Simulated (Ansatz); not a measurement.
OsO2:
```
CELL_PARAMETERS angstrom
      4.41879     0.00000     0.00000
      0.00000     4.41879     0.00000
      0.00000     0.00000     3.16367
ATOMIC_POSITIONS crystal
  Os 0.00000 0.00000 0.00000
  Os 0.50000 0.50000 0.50000
  O  0.30907 0.30907 0.00000
  O  0.69093 0.69093 0.00000
  O  0.19093 0.80907 0.50000
  O  0.80907 0.19093 0.50000
```

Relaxed with LDA. Special points in fractions of this cell's reciprocal vectors: Γ (0.000, 0.000, 0.000); X (0.000, 0.500, 0.000); M (0.500, 0.500, 0.000); Z (0.000, 0.000, 0.500); R (0.000, 0.500, 0.500); A (0.500, 0.500, 0.500).

List the band energies nearest the Fermi level at these points for DFT-LDA in the program Ansatz with PAW potentials.

In eV from the Fermi level; about four levels below and three above (degenerate sets whole), none deeper than 8.9 eV; points with the same levels are listed once.

```csv
k,below,above
Γ,-1.36 -1.36 -1.29 -1.17,2.35 2.40 4.60
X,-0.60 -0.60 -0.28 -0.28,0.59 0.59 4.84 4.84
M,-1.35 -1.35 -1.30 -1.30,0.95 0.95 4.04 4.04
Z,-4.15 -4.15 -0.75 -0.75,0.17 0.17 1.10 1.10
R,-1.88 -1.88 -0.52 -0.52,1.46 1.46 2.74 2.74
A,-0.59 -0.59 -0.57 -0.57,0.42 0.42 3.50 3.50
```

Space group P4_2/mnm (rutile). The first step of the workflow began from a Materials Project structure, measured or hypothetical; the Crystallography Open Database files this formula in space group No. 136, but the cells were not matched. Its standing as an ambient phase is unchecked. The cell was relaxed with LDA under the symmetry of its start; of distortions, only those at the zone centre were tested. The run is not spin-polarised. Spin–orbit coupling is left out wherever it is not named.

Potentials: the later of the program's two PAW sets.
